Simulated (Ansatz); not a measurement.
TiRh3 in space group I4/mmm (No. 139; Rh on 2b, Rh on 4d, Ti on 2a) at seven volumes, r²SCAN in the plane-wave PAW code Ansatz, shape and atoms relaxed at each. One row is withheld.

```tsv
V (Å³/atom)	P (GPa)
12.779	28.96
13.200	?
13.621	8.04
14.043	0.00
14.464	-6.76
14.885	-12.42
15.307	-17.17
```

Problem. Fit the shown pressures and predict the withheld one.

Solution. Third-order Birch–Murnaghan: P = (3/2)B₀(x^(7/2) − x^(5/2))[1 + (3/4)(B′ − 4)(x − 1)] with x = (V₀/V)^(2/3). Least squares on the six rows gives V₀ = 14.043 Å³/atom, B₀ = 244.9 GPa, B′ = 4.79. At V = 13.200, x = 1.0421 and P = 17.59 GPa. The run itself gave 17.60 GPa.

A made-up cell: these elements were put on the sites of a structure type; neither database checked (COD, Materials Project) lists it. COD files the formula under space group No. 221. Whether it is the stable phase at ambient conditions was not checked. Symmetry was held in the r²SCAN relaxation; its stability against distortions is not shown here. The run is not spin-polarised.

Potentials: the earlier of the program's two PAW sets.
